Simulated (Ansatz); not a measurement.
# LiTaO$_{3}$: computed property card

LiTaO₃:
```yaml
crystal:
  lattice:
    - [3.89424, 0.00000, 0.00000]
    - [0.00000, 3.89424, 0.00000]
    - [0.00000, 0.00000, 3.95837]
  atoms:
    - { symbol: Ta, position: [0.50000, 0.50000, 0.40518] }
    - { symbol: Li, position: [0.00000, 0.00000, 0.15896] }
    - { symbol: O, position: [0.50000, 0.50000, 0.86672] }
    - { symbol: O, position: [0.50000, 0.00000, 0.33757] }
    - { symbol: O, position: [0.00000, 0.50000, 0.33757] }
```

Space group P4mm (No. 99); conventional cell a = 3.894 Å, b = 3.894 Å, c = 3.958 Å, α = 90.00°, β = 90.00°, γ = 90.00°.

Method: plane-wave PAW LDA (Ansatz code). Geometry: relaxed at this level of theory. Other levels are named where they apply.

Cell and energy:

- Volume per atom: 12.01 Å³
- Density: 6.53 g/cm³
- Formation energy from the elements (no fitted shifts): -2.75 eV/atom

Electronic structure:

* **Band gap**: 2.13 eV (indirect)
* **Valence-band maximum**: on the R–A line, 2 % of the way from R
* **Conduction-band minimum**: at Γ
* **Smallest direct gap on the standard path**: 2.98 eV
* **Electron effective mass**: 0.30, 0.30, 13 mₑ (principal values)

Mechanics:

Bulk modulus (Birch–Murnaghan fit): 1670 kbar
Pressure derivative B′: 4.6
Elastic constants (relaxed ions, GPa): C11 = 371, C12 = 44.0, C13 = 110, C33 = 295, C44 = 48.5, C66 = 102
Mechanical stability: stable (all eigenvalues of C positive)
Hill bulk and shear moduli: 174 and 82.5 GPa
Young's modulus: 214 GPa
Poisson's ratio: 0.30
Debye temperature from the elastic constants: 516 K
Piezoelectric stress constants (proper, relaxed ions, C/m²): e15 = e24 = 1.15, e31 = e32 = -0.15, e33 = 3.46

Dielectric response:

Electronic dielectric constant ε∞ (DFPT): 4.56 (xx = yy), 4.43 (zz)
Static dielectric constant ε0 (ions relaxed, cell fixed): 37.2 (xx = yy), 15.1 (zz)
Born charges (a third of the trace): Ta +7.40, Li +1.06, O -2.91 to -2.65 e
Largest static χ(2) component: 27 pm/V

Phonons:

Highest zone-centre frequency (without LO–TO term): 703 cm⁻¹
Zone-centre stability: no imaginary mode at Γ
Dynamical stability on the path: unstable, down to 72i cm⁻¹

The start of the workflow was typed in or built on a structure type; neither database checked (COD, Materials Project) lists it. It is not the phase usual at ambient conditions (space group No. 161). The LDA relaxation kept the symmetry of its start. No spin polarisation was allowed. Signs of piezoelectric constants follow the polarity of the cell as given. The references are the lowest solids computed at this level, not always the standard phases (solids in place of the gases). Scalar-relativistic: spin–orbit coupling is off unless named, which matters more the heavier the elements.

Potentials: the earlier of the program's two PAW sets. The files were generated under PBE; for other functionals the program regenerates the frozen cores, and for LDA and PBEsol the local potential too.
